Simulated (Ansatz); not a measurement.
AlRu in space group Cmcm (No. 63; Al on 4c, Ru on 4c) under volume change, DFT-PBE in the program Ansatz with PAW potentials, shape and atoms relaxed at each volume.

```
V (Å³/atom)  E − E(relaxed) (meV/atom)  P (GPa)
-----------  -------------------------  -------
12.826                            76.5    21.06
13.249                            32.0    12.85
13.671                             7.6     5.90
14.094                             0.0     0.00
14.517                             6.8    -5.00
14.940                            25.7    -9.23
15.363                            54.9   -12.81
```

Problem. What does a third-order Birch–Murnaghan fit give for V₀, B₀ and B′?

Solution. V₀ = 14.09 Å³/atom, B₀ = 181 GPa, B′ = 4.5.

The start of the workflow was typed in or built on a structure type; neither database checked (COD, Materials Project) lists it. COD files the formula under space group No. 221. Its standing as an ambient phase is unchecked. The PBE relaxation kept the symmetry of its start; whether a distortion lowers the energy is not shown. The run is not spin-polarised.

Potentials: the earlier of the program's two PAW sets.
